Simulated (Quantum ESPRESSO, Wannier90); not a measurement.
PbS (R3m): Wannier90 run

```yaml
crystal:
  lattice:
    - [2.11266, 1.21974, 3.45192]
    - [-2.11266, 1.21974, 3.45192]
    - [0.00000, -2.43949, 3.45192]
  atoms:
    - { symbol: Pb, position: [0.01943, 0.01943, 0.01943] }
    - { symbol: S, position: [0.52496, 0.52496, 0.52496] }
```

Materials Project entry mp-1057015; symmetrised, unrelaxed at this level. Not found in the COD (Crystallography Open Database) copy used, which has the formula in other groups; not checked further. Method: LDA plane waves in Quantum ESPRESSO 7.5 (PseudoDojo norm-conserving files, 45 Ry, no spin polarisation, no spin-orbit coupling), Bloch states on a 8×8×8 mesh through Γ, Wannier90 4.0.1. Density: 10×10×10 mesh, cold smearing 0.01 Ry. Spin-orbit coupling is left out although heavy elements are present.

Functional, cutoff and mesh named above are those of the base row (8×8×8); the first column says what each row takes instead. Model: 5 functions from bands 6-10, start SCDM (isolated) (the valence bands). Energies are relative to the valence-band maximum; the misfit is to pw.x on a path, for all bands of the set. Only the mesh of Bloch states changes. Ω_total can sit in another minimum from row to row; Ω_I of an isolated set cannot. A star marks runs that hit the step limit.

**Question.** Among the meshes 3×3×3, 4×4×4, 5×5×5, 7×7×7, 8×8×8, 10×10×10, which is the coarsest that interpolates to 20 meV rms?

**Answer.** 8×8×8.

| mesh | Ω_I (Å²) | Ω_total (Å²) | rms misfit (meV) | k-points (cost) | rough cost of nscf and overlaps (first row = 1) |
|---|---|---|---|---|---|
| 3×3×3 | 8.03 | 9.93 | 157 | 27 | 1.0 |
| 4×4×4 | 9.06 | 10.67 | 54 | 64 | 1.6 |
| 5×5×5 | 10.11 | 11.81 | 51 | 125 | 2.4 |
| 7×7×7 | 11.10 | 12.62 | 21 | 343 | 6 |
| 8×8×8 | 11.37 | 12.79 | 7.2 | 512 | 9 |
| 10×10×10 | 11.78 | 13.12* | 3.4 | 1000 | 17 |

Ω_I still rises with the mesh: the finite-difference spreads converge slowly and from below.
